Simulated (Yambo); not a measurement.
Yambo run on AgCl (rock salt, space group Fm-3m, No. 225). The wavefunctions are PBEsol (pw.x of Quantum ESPRESSO, ONCV potentials, no spin-orbit coupling) ones on a 4×4×4 mesh (13 occupied bands); a = 3.852 Å, b = 3.852 Å, c = 3.852 Å, α = 60.00°, β = 60.00°, γ = 60.00°.

Yambo input:

```
rim_cut
gw0
dyson
el_el_corr
HF_and_locXC
ppa
em1d
RandQpts= 1000000
RandGvec= 1 Ry
EXXRLvcs= 82 Ry
VXCRLvcs= 328 Ry
Chimod= "HARTREE"
% BndsRnXp
 5 | 100 |
%
NGsBlkXp= 10 Ry
% LongDrXp
 1.0 | 1.0 | 1.0 |
%
PPAPntXp= 27.2114 eV
% GbndRnge
 1 | 38 |
%
GTermKind= "none"
DysSolver= "n"
ExtendOut
% QPkrange
 1 | 1 | 13 | 14 |
 3 | 3 | 13 | 13 |
%
```

k points by index: 1 = Γ, 3 = L.

The o-*.qp file then holds:

```
#    K-point    Band    Eo [eV]    E [eV]    E-Eo [eV]    Vxc [eV]    Vnlxc [eV]    Sc|Eo [eV]    Sc|E [eV]    dSc/dw|Eo [eV]    Re(Z)    Im(Z)
#
    1    13    -2.550606    -3.292068    -0.741461    -14.50416    -18.78873    3.351324    3.543106    -7.036975    0.794528    -0.001584
    1    14    0.726665    1.509364    0.782698    -11.37464    -6.977838    -3.454795    -3.614104    -5.537963    0.830897    -0.001028
    3    13    0.000000    -0.514985    -0.514985    -21.45844    -26.46211    4.361516    4.488686    -6.718149    0.801995    -0.001176
```
(The two width columns are left out.) Convergence of these settings isn't established.

Geometry relaxed with PBEsol.
